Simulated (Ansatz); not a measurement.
Input for Ansatz (plane-wave DFT, PAW):

```yaml
crystal:
  lattice:
    - [4.0100970734, 0.0, 0.0]
    - [0.0, 4.0100970734, 0.0]
    - [0.0, 0.0, 4.0100970734]
  atoms:
    - { symbol: Sb, position: [0.0, 0.0, 0.0] }
    - { symbol: Rh, position: [0.5, 0.5, 0.0] }
    - { symbol: Rh, position: [0.5, 0.0, 0.5] }
    - { symbol: Rh, position: [0.0, 0.5, 0.5] }
basis:
  ecutwfc: 500
kpoints:
  mp_grid: { grid: [10, 10, 10] }
hamiltonian:
  xc: r2scan
scf:
  occupations: { method: gaussian, width: 0.1 }
output:
  forces: true
  stress: true
  eigenvalues: true
```

It can be run as
```bash
ansatz run input.yaml --threads 1 --pin off --backend cpu --events-out ev --progress --plain --runs-dir out  # memory cap (--max-ram) not shown
```

Method: Ansatz, DFT r2SCAN, scalar-relativistic, plane waves, PAW.

From the run's log, abridged:

```
Pseudopotentials: kind: paw
Pseudopotential: Sb, paw, valence charge 15, recommended cutoff 500 eV (meta_gga)
Pseudopotential: Rh, paw, valence charge 17, recommended cutoff 500 eV (meta_gga)
Functional definition: r2SCAN
Crystal: 4 atoms, lattice volume = 64.486 Å³
Basis set: ecut = 500 eV, 1647 PW (Γ), exchange–correlation on 120×120×120 points (64 copies of the dense FFT grid, shifted against one another)
Bands: 40, of which v1, the nominal top of the filled ones, is band 33 counted from 1 (32 counted from 0)
Symmetry: 48 space group operations
Space group: Pm-3m (ITA 221), of the structure as read, at distance tolerance 4.0e-5 Å
k-points: 56 of 1000
Initial density: superposition of atomic densities (neutral atoms: chi_scale 0, normalization atom), corrected by the library's trained network
Initial wavefunctions: pseudopotential atomic-orbital guess
Functional: x = r2scan, c = r2scan; τ floored in thin density (d = 2e-4 eV/Å³)
SCF iter   1: F=—  HF=-25745.823302 eV  |F-HF|=—  |Δ(HF+E_count)|=         —  Δρ=1.53e-2  dr2=3.29e-2  dr2_τ=3.81e-2  ethr=1.77e-3  ⟨swp⟩=6.0  Hψ=8409  notcnv=0
SCF iter   2: F=—  HF=-25745.870749 eV  |F-HF|=—  |Δ(HF+E_count)|=   4.74e-2  Δρ=8.90e-3  dr2=1.09e-2  dr2_τ=1.05e-3  ethr=4.98e-5  ⟨swp⟩=2.0  Hψ=3722  notcnv=0  defer=87
SCF iter   3: F=—  HF=-25745.873124 eV  |F-HF|=—  |Δ(HF+E_count)|=   2.37e-3  Δρ=5.64e-4  dr2=8.89e-5  dr2_τ=4.21e-5  ethr=1.65e-5  ⟨swp⟩=2.2  Hψ=3163  notcnv=0  defer=41
automatic band count: iteration 3 solves 39 bands in place of 40: the levels show a gap, and the empty bands left out lie too high to hold charge; the band table lists the bands solved (type scf.n_extra_bands for more)
SCF iter   4: F=—  HF=-25745.873245 eV  |F-HF|=—  |Δ(HF+E_count)|=   1.21e-4  Δρ=2.11e-4  dr2=2.17e-5  dr2_τ=1.57e-6  ethr=1.35e-7  ⟨swp⟩=2.0  Hψ=3704  notcnv=0  defer=41
SCF iter   5: F=—  HF=-25745.873272 eV  |F-HF|=—  |Δ(HF+E_count)|=   2.69e-5  Δρ=6.69e-5  dr2=1.53e-6  dr2_τ=3.22e-7  ethr=3.29e-8  ⟨swp⟩=2.0  Hψ=3006  notcnv=0  defer=41
SCF iter   6: F=—  HF=-25745.873274 eV  |F-HF|=—  |Δ(HF+E_count)|=   2.15e-6  Δρ=2.97e-5  dr2=3.45e-7  dr2_τ=1.70e-8  ethr=2.32e-9  ⟨swp⟩=2.0  Hψ=3284  notcnv=0  defer=41
SCF iter   7: F=-25745.873275 eV  HF=-25745.873275 eV  |F-HF|=7.92e-8  |Δ(HF+E_count)|=   6.08e-7  Δρ=1.03e-5  dr2=4.97e-8  dr2_τ=1.41e-9  ethr=1.52e-10  ⟨swp⟩=8.1  Hψ=8765  notcnv=0
SCF 1 converged in 7 iterations: F = -25745.873275 eV  dr2 = 4.97e-8
SCF converged after 7 iterations
Free energy (F): -25745.873275 eV
Harris-Foulkes:  -25745.873275 eV  (|F-HF|=7.92e-8)
Internal energy: -25745.865790 eV  (E = F + TS)
E sigma→0 (E₀):  -25745.869532 eV
Entropy (-TS):   -0.007485 eV (-1.871 meV/atom)
Fermi energy:    18.825208 eV
--- Per-component energies (eV) ---
  E_band       = -494.131397
  E_kinetic    = 1927.408593
  E_local      = -6327.280599  (includes V_loc(G=0)·N_el)
  E_nonlocal   = 1437.213253
  E_hartree    = 2391.374998
  E_xc         = -776.366258
  E_vxc        = -1043.380886  (∫ρ·V_xc dr)
  E_paw        = -15421.072133  (= ΣΔE_a)
  E_vpaw       = -1341.527104  (= ΣTr[D̂ρ^β])
  E_aug_tail   = 0.001863  (compensation charges beyond the density's cutoff)
  E_vtau       = 70.682289  (kinetic-family band-sum trace: ∫τ·v_τ [+ j·A + Jᵃ·Aᵃ] dr)
  E_ewald      = -8976.541666
  E_core_change = -0.603841  (= ΣΔE_core)
  E_smearing   = -0.007485  (= −TS)
--- Forces (eV/Å), atoms counted from 1 ---
  atom   1  Sb     0.00000000     0.00000000     0.00000000
  atom   2  Rh     0.00000000     0.00000000     0.00000000
  atom   3  Rh     0.00000000     0.00000000     0.00000000
  atom   4  Rh     0.00000000     0.00000000     0.00000000
--- Stress (GPa, compression-positive) ---
      -12.141740       0.000000       0.000000
        0.000000     -12.141740       0.000000
        0.000000       0.000000     -12.141740
  P = ⅓ Tr σ = -12.1417 GPa (-121.417 kbar)
--- Band table (eV; the first three rows and the last of 56) ---
  k-point 0: bands = ["-61.5167", "-61.4545", "-61.4545", "-28.7481", "-28.7481", "-28.7481", "-28.5795", "-28.5795", "-28.5795", "-28.4319", "-28.4319", "-28.4319", "-11.2293", "-11.2293", "-11.2234", "-11.2234", "-11.2234", "6.7436", "13.5038", "14.5209", "14.5209", "14.6253", "14.6253", "14.6253", "17.3099", "17.3099", "17.3099", "17.3985", "17.3985", "17.3985", "18.5444", "18.5444", "19.2917", "19.8122", "19.8122", "19.8122", "21.8583", "27.0304", "27.0304"]
  k-point 1: bands = ["-61.5154", "-61.4558", "-61.4545", "-28.7438", "-28.7438", "-28.7413", "-28.5808", "-28.5808", "-28.5800", "-28.4397", "-28.4350", "-28.4350", "-11.2288", "-11.2279", "-11.2234", "-11.2229", "-11.2229", "6.8336", "13.5750", "14.3607", "14.6115", "14.6138", "14.6138", "14.6581", "16.7643", "16.7643", "17.0933", "17.2563", "18.0191", "18.0191", "18.5125", "18.5418", "19.2047", "19.7925", "19.7925", "19.8125", "22.2239", "26.4565", "26.9955"]
  k-point 2: bands = ["-61.5115", "-61.4597", "-61.4544", "-28.7318", "-28.7318", "-28.7218", "-28.5849", "-28.5849", "-28.5811", "-28.4619", "-28.4435", "-28.4435", "-11.2275", "-11.2244", "-11.2232", "-11.2215", "-11.2215", "7.0915", "13.6208", "13.9882", "14.5590", "14.5590", "14.7501", "14.8721", "16.4080", "16.4080", "16.6912", "17.1101", "18.3229", "18.3600", "18.3600", "18.5197", "18.9654", "19.8132", "20.0370", "20.0370", "22.6988", "26.1201", "26.8913"]
  k-point 55: bands = ["-61.4750", "-61.4750", "-61.4750", "-28.8130", "-28.7415", "-28.7415", "-28.7415", "-28.4734", "-28.4734", "-28.4734", "-28.4240", "-28.4240", "-11.2274", "-11.2274", "-11.2274", "-11.2096", "-11.2096", "8.3289", "14.3857", "14.3857", "14.3857", "15.2993", "15.2993", "15.2993", "16.2590", "16.2590", "16.2590", "17.3283", "17.3283", "17.3283", "17.7767", "17.7767", "19.2987", "19.4138", "19.4138", "19.4138", "19.7938", "24.5043", "24.5043"]
```

Self-consistency was reached.